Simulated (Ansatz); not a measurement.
Trial structure of ZrTeBr, not yet relaxed:

Space group P-6m2 (No. 187). a = 4.793 Å, b = 4.793 Å, c = 5.283 Å, α = 90.00°, β = 90.00°, γ = 120.00°
```json
{"atom": "Zr", "site": "1b", "symmetry": "-6m2", "x": "0.0000", "y": "0.0000", "z": "0.5000"}
{"atom": "Te", "site": "1d", "symmetry": "-6m2", "x": "0.3333", "y": "0.6667", "z": "0.5000"}
{"atom": "Br", "site": "1e", "symmetry": "-6m2", "x": "0.6667", "y": "0.3333", "z": "0.0000"}
```

The calculation used DFT PBE, scalar-relativistic, plane waves, PAW in Ansatz. Plane waves to 420 eV, a k mesh through Γ of 6×6×4 on the computed 3-atom cell and Gaussian smearing (0.10 eV); no spin polarisation.

The zero of energy is the elements' standard structures at the same level; no fitted shifts are applied. The references include crystalline Br.

Question: Estimate its pressure, forces and energy as it stands.

Answer: The pressure is -1.1 GPa (the mean over three directions, positive in compression), the largest force is 0.00 eV/Å (symmetry fixes the atoms), and the energy is −0.19 eV/atom against the elements. The shortest distance is 2.77 Å.

Question: Is it a good guess?

Answer: A fair one: relaxing gains about 0.16 eV/atom (the start's value is from the coarse mesh, so the gain is rough) in 15 ionic steps and ends at −0.35 eV/atom on the finer mesh. The symmetry stays P-6m2 (No. 187). The volume per atom shrinks by 24.3 %, from 35.0 to 26.5 Å³. The shortest distance goes from 2.77 Å (Zr–Te) to 2.89 Å (Zr–Te). The ratio c/a of the conventional cell changes by a factor of 0.67. Conventional cell: a = 5.004 Å, c = 3.670 Å. Zr is surrounded by 3 Te at 2.89 Å, 6 Br at 3.42 Å and 2 Zr at 3.67 Å; Te is surrounded by 3 Zr at 2.89 Å, 6 Br at 3.42 Å and 2 Te at 3.67 Å; Br is surrounded by 6 Zr at 3.42 Å, 6 Te at 3.42 Å and 2 Br at 3.67 Å.

The last run used a 12×12×12 mesh for its 3-atom cell and Gaussian smearing of 0.10 eV. These runs have no spin–orbit coupling, which can matter for Te. An odd number of electrons in the primitive cell allows no gap without spin; a larger cell or a magnetic state could open one. The cell is a metal run without spin; a magnetic state may lie lower. The reference forms of Br and Te are held partly by dispersion forces, which this level lacks. The relaxation can't lower the symmetry of the start, and the grade says only how near the guess is to its own end. A structure relaxed within its symmetry needn't be a true minimum.
